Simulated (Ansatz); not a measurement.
A geometry of Pt away from equilibrium: step 2 of the relaxation of a relaxed Pt cell, doubled along one cell vector, shaken by Gaussian noise of σ = 0.08 Å a coordinate. Method: PBEsol (plane waves to 420 eV, PAW, scalar-relativistic; Ansatz, a first-principles code). Γ-centred k-mesh 14×7×14 on the run's cell (coarser than for final values), Fermi–Dirac smearing 0.05 eV.

```yaml
crystal:
  lattice:
    - [1.38482, 0.78977, 6.92708]
    - [-2.74167, 1.55696, 13.85120]
    - [-0.00279, -1.58528, 6.92828]
  atoms:
    - { symbol: Pt, position: [0.97902, 0.99949, 0.04046] }
    - { symbol: Pt, position: [0.97213, 0.50174, 0.03445] }
    - { symbol: Pt, position: [0.23854, 0.11784, 0.20021] }
    - { symbol: Pt, position: [0.23445, 0.61834, 0.20293] }
    - { symbol: Pt, position: [0.72045, 0.38240, 0.85148] }
    - { symbol: Pt, position: [0.71252, 0.88563, 0.84785] }
```

Question: Give the Cartesian forces on all atoms (eV/Å).

Answer: 
```json
[
 {"atom": "Pt1", "Fx": "-0.30", "Fy": "0.11", "Fz": "-1.43"},
 {"atom": "Pt2", "Fx": "0.26", "Fy": "-0.10", "Fz": "-0.57"},
 {"atom": "Pt3", "Fx": "0.01", "Fy": "-0.01", "Fz": "0.26"},
 {"atom": "Pt4", "Fx": "-0.09", "Fy": "0.07", "Fz": "0.12"},
 {"atom": "Pt5", "Fx": "-0.26", "Fy": "0.09", "Fz": "0.49"},
 {"atom": "Pt6", "Fx": "0.38", "Fy": "-0.16", "Fz": "1.12"}
]
```

Question: What is the pressure?

Answer: +1.4 GPa, compression positive.

Question: How far above the relaxed end point is this geometry?

Answer: 0.05 eV/atom; the path ends in I4/mmm (No. 139) (AFLOW prototype A_tI2_139_a (A_a)).

No spin polarisation in the result.

The end of the path is a generated cell of Pt: the first start was made by placing the elements on the sites of a structure type, and the end was not matched to a known phase here, so it may be hypothetical. Known forms of Pt include space group No. 225.
